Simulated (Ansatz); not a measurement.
SiNi (rocksalt type) under strong compression

```xyz
2
Lattice="0.0000 2.3214 2.3214 2.3214 0.0000 2.3214 2.3214 2.3214 0.0000" Properties=species:S:1:pos:R:3 pbc="T T T"
Ni    0.0000    0.0000    0.0000
Si    2.3214    2.3214    2.3214
```

The cell comes from a relaxation on PAW files under the same functional, begun from a prototype that needn't be the stable phase.

Its volume is scaled at fixed shape and fractional positions.

Level of theory: DFT with LDA, scalar-relativistic, in Ansatz 0.2.0; a Γ-centred 16×16×16 k mesh, Fermi–Dirac smearing of 0.08 eV, no spin polarisation. LAPW: all electrons, basis error target 1 meV/atom; PAW: frozen-core files, cutoff 420 eV; crystal datasets: all electrons, by PAW datasets that the program makes for each cell; norm-conserving: pseudopotentials, cutoff 1333 eV; PAW (partial waves polarizable): frozen-core files, cutoff 420 eV.

Energies are extrapolated to zero smearing and count from the unscaled cell; pressure is positive in compression; gaps take the mesh and a band path. No temperature or zero-point motion is included.

Spin polarisation is left out, though a magnetic state may lie lower. The PAW files were made under PBE.

```
V/V0  V (Å³/atom)  P LAPW (GPa)  ΔE LAPW (eV/atom)  P PAW − LAPW (GPa)  ΔE PAW − LAPW (meV/atom)
1.00        12.51         -0.01              0.000                0.02                       0.0
0.94        11.76         11.79              0.026                0.04                       0.2
0.88        11.01          28.2              0.117                0.07                       0.4
0.80        10.01          60.6              0.386                0.14                       1.1
0.72         9.01             ?                  ?                   ?                         ?
0.64         8.01         195.9              1.852                0.32                       4.1
0.55         6.88         361.0              3.750                0.34                       6.5
```

Q: Fit the Vinet equation to the LAPW pressures shown (residuals weighted by 1/(|P| + 0.03·Pmax)), and predict the pressure of the withheld row.

A: The fit gives V0 = 12.51 Å³/atom, B0 = 164 GPa and B0′ = 4.69. At 9.01 Å³/atom, x = (V/V0)^(1/3) = 0.8963, and P = 3·B0·(1 − x)/x²·exp[1.5·(B0′ − 1)·(1 − x)] = 112.7 GPa. The run itself gave 112.1 GPa (+0.5 % off) and ΔE = 0.912 eV/atom.

Q: From the table, what is the rise of the enthalpy H = E + pV up to the last row, and how stiff is the crystal between the last two rows?

A: ΔH = 3.750 eV + (361.0 GPa × 6.88 Å³ + 0.01 GPa × 12.51 Å³) × 0.006242 eV/(GPa·Å³) = 19.25 eV/atom, of which pV makes 81 %. The mean bulk modulus there is −ΔP/Δln V = 1090 GPa.

Q: At the smallest volume, how far do crystal datasets and norm-conserving and PAW (partial waves polarizable) lie from LAPW in pressure?

A: crystal datasets: +0.01 GPa; norm-conserving: -5.88 GPa; PAW (partial waves polarizable): +0.33 GPa, on a LAPW pressure of 361.0 GPa.

Q: How do the Löwdin populations by LAPW change from the unscaled cell to the last row?

A: Ni 3s 1.97 → 1.91, Ni 3d 8.90 → 9.06, Si 3s 1.50 → 1.21, Si 3p 2.80 → 2.99 electrons an atom. These are projections on the shells that the free atoms fill; 0.18 e a cell lies outside them at the start and 0.23 e at the end.
